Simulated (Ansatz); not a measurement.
Given:

ZnGaNO:
```yaml
crystal:
  lattice:
    - [3.22886, 0.00000, 0.00000]
    - [0.00000, 5.53151, 0.00000]
    - [0.00000, 0.00000, 5.22675]
  atoms:
    - { symbol: Zn, position: [0.50000, 0.17575, 0.49056] }
    - { symbol: Zn, position: [0.50000, 0.82425, 0.99056] }
    - { symbol: Ga, position: [0.00000, 0.34797, 0.00685] }
    - { symbol: Ga, position: [0.00000, 0.65203, 0.50685] }
    - { symbol: N, position: [0.00000, 0.33563, 0.36807] }
    - { symbol: N, position: [0.00000, 0.66437, 0.86807] }
    - { symbol: O, position: [0.50000, 0.17950, 0.88853] }
    - { symbol: O, position: [0.50000, 0.82050, 0.38853] }
```

This is the PBEsol-relaxed structure.

Q: All from plane-wave PAW PBEsol (Ansatz code), unless another level is named. Predict the gap with spin–orbit coupling.

A: 0.39 eV.

Q: And the smallest direct gap on the standard path?

A: 0.43 eV.

Q: Predict the HSE06 gap on the PBEsol cell.

A: 1.82 eV.

Space group Pmc2_1. The workflow started from a Materials Project entry (that database holds measured and hypothetical structures alike); the Crystallography Open Database copy checked does not list it. Its standing as an ambient phase is unchecked. Symmetry was held in the PBEsol relaxation; its stability against distortions is not shown here. Scalar-relativistic: spin–orbit coupling is off unless named, which matters more the heavier the elements.

Potentials: the later of the program's two PAW sets.
